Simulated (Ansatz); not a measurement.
# Compressing Zn2InGaO5: a fit and a missing row

Zn2InGaO5, P6_3/mmc, a = 3.303 Å, c = 22.358 Å. The structure is a Materials Project entry; whether it is the stable form wasn't checked. Ansatz: PBEsol, PAW, 420 eV, Γ-centred 12×12×2 mesh on 18 atoms, Gaussian smearing 0.02 eV; no spin polarisation. Shape and atoms are relaxed at each volume; pressure is positive in compression.

```tsv
V (Å³/atom)	P (GPa)
10.325	28.04
10.677	19.18
11.029	11.70
11.381	?
11.733	0.00
12.085	-4.54
12.437	-8.39
12.906	-12.61
```

Problem. Take V0 = 11.733 Å³/atom, fit the third-order Birch–Murnaghan form to the other rows, and predict the missing pressure.

Solution. With the Eulerian strain f = ½[(V0/V)^(2/3) − 1] and y = P/[3f(1 + 2f)^(5/2)], the form is the line y = B0 + 1.5 B0 (B0′ − 4) f. Rows (f, y): 0.04448, 169.8; 0.03245, 168.4; 0.02106, 167.0; -0.00976, 162.9; -0.01905, 161.8; -0.03077, 160.1. Means f = 0.006402, y = 165.00; Σ(Δf)² = 0.004634, ΣΔfΔy = 0.5982; the slope is their ratio. y = 164.2 + 129.1 f GPa, so B0 = 164.2 GPa and B0′ = 4 + 2 × (129.1)/(3 × 164.2) = 4.52. At V = 11.381, f = 0.01026, y = 165.52 and P = 5.36 GPa. The run gave 5.37 GPa, so the fit is 0.01 GPa too low, within the rms miss on the fitted rows (0.01 GPa).

Cost: 8 runs of about 40 core-minutes in all, on Arm Neoverse V1 (shared hosts).